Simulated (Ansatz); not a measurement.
The cell below belongs to a search over invented structures; it isn't taken from experiment.

Input and command of a plane-wave DFT calculation in Ansatz:

```yaml
crystal:
  lattice:
    - [1.785, -4.69, 0.0]
    - [1.785, 4.69, 0.0]
    - [0.0, 0.0, 9.56]
  atoms:
    - { symbol: Ga, position: [0.19, 0.81, 0.25] }
    - { symbol: Ga, position: [0.81, 0.19, 0.75] }
    - { symbol: Ni, position: [0.865, 0.135, 0.435], spin: 2.0 }
    - { symbol: Ni, position: [0.865, 0.135, 0.065], spin: 2.0 }
    - { symbol: Ni, position: [0.135, 0.865, 0.935], spin: 2.0 }
    - { symbol: Ni, position: [0.135, 0.865, 0.565], spin: 2.0 }
    - { symbol: O, position: [0.048, 0.952, 0.385] }
    - { symbol: O, position: [0.048, 0.952, 0.115] }
    - { symbol: O, position: [0.31, 0.69, 0.43] }
    - { symbol: O, position: [0.31, 0.69, 0.07] }
    - { symbol: O, position: [0.952, 0.048, 0.885] }
    - { symbol: O, position: [0.952, 0.048, 0.615] }
    - { symbol: O, position: [0.69, 0.31, 0.93] }
    - { symbol: O, position: [0.69, 0.31, 0.57] }
    - { symbol: O, position: [0.235, 0.765, 0.75] }
    - { symbol: O, position: [0.765, 0.235, 0.25] }
basis:
  ecutwfc: 420
kpoints:
  mp_grid: { grid: [5, 5, 2] }
hamiltonian:
  xc: pbe
scf:
  occupations: { method: gaussian, width: 0.2 }
  lower_state_search: "off"
output:
  forces: true
  stress: true
  eigenvalues: true
  populations: true
magnetization:
  spin_polarized: true
relax:
  adjacent_minimum: "off"
  f_tol: 0.08
  max_steps: 16
  cell: { stress_tol: 0.8 }
```

```bash
ansatz run input.yaml --threads 1 --pin off --max-ram 2560MiB --backend cpu --events-out ev --progress --plain --runs-dir out
```

Processor: Intel(R) Xeon(R) 6975P-C (Granite Rapids), 1 thread, on a host shared with other jobs.

Task: How long does it run, and how much memory does it take?

Result: About 4.1 min, peak memory 0.84 GiB. It solves 100 bands at 18 k points (after reduction by symmetry) with about 3295 plane waves (on the last cell), in 113 SCF iterations over 8 ionic steps.
